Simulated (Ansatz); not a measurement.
According to DFT-PBEsol in the program Ansatz with PAW potentials, Y$_{3}$Si$_{5}$ in the hexagonal phase (P-62m; Y on 3f, Si on 2d, Si on 3g) relaxes to a = 6.498 Å, c = 4.154 Å. Against the elements it lies at -0.77 eV/atom, with no fitted shifts.

Electronic character: metallic (no gap). Gap from PBEsol with spin–orbit coupling: none (metallic).

An equation-of-state fit gives a bulk modulus of 867 kbar. The highest mode at Γ lies at 49.0 meV.

The start of the workflow was typed in or built on a structure type; neither database checked (COD, Materials Project) lists it. Its standing as an ambient phase is unchecked. Symmetry was held in the PBEsol relaxation; of distortions, only those at the zone centre were tested. No spin polarisation was allowed. The references are the lowest solids computed at this level, not always the standard phases. Spin–orbit coupling is left out wherever it is not named.

Potentials: the later of the program's two PAW sets.
